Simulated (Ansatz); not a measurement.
Input:

Sb (A7 type, space group R-3m)

```
CELL_PARAMETERS angstrom
      2.16078     1.24753     3.67966
     -2.16078     1.24753     3.67966
      0.00000    -2.49506     3.67966
ATOMIC_POSITIONS crystal
  Sb 0.23639 0.23639 0.23639
  Sb 0.76361 0.76361 0.76361
```

In each cell atom 1 (Sb, nearest neighbour Sb at 2.932 Å; its periodic images, 4.3 Å or more away, move with it) moves by s·(1.000, 0.000, 0.000) (along Cartesian x), the rest being held.

The numbers are results of PBE-D3(BJ) (plane waves to 420 eV, PAW, scalar-relativistic; Ansatz, a quantum-chemistry and plane-wave program), not measurements. k mesh 11×11×11 (Γ-centred), Fermi-Dirac smearing 0.05 eV. Energies are smeared free energies. With partly filled bands, energies and forces of such displacements shift with the k mesh and the smearing. Sb was relaxed with its symmetry unable to fall. Spin-orbit coupling is left out, though Sb is heavy. The PAW data are Ansatz's earlier set. The zero of ΔE is the undisplaced structure.

The scan covers s from -0.590 to 0.590 Å in 11 points.

Task: Is this a single well or a double well?

Result: A single well with its minimum at or next to zero displacement.

Task: Is the energy the same for equal positive and negative displacements?

Result: Even: the same for both signs. With its periodic images moving along, the atom's site symmetry in this cell is 3m.

Task: What is the energy change at s = 0.590 Å?

Result: 595 meV/cell.

Task: What force acts on the atom along the line at s = -0.590 Å?

Result: 2.72 eV/Å.

Task: What is the force constant k = d²E/ds² of this move at s = 0?

Result: 1.77 eV/Å².

(A displaced cell: forces are minus the slopes of the energy, force constants its curvatures, and phonons follow from these.)
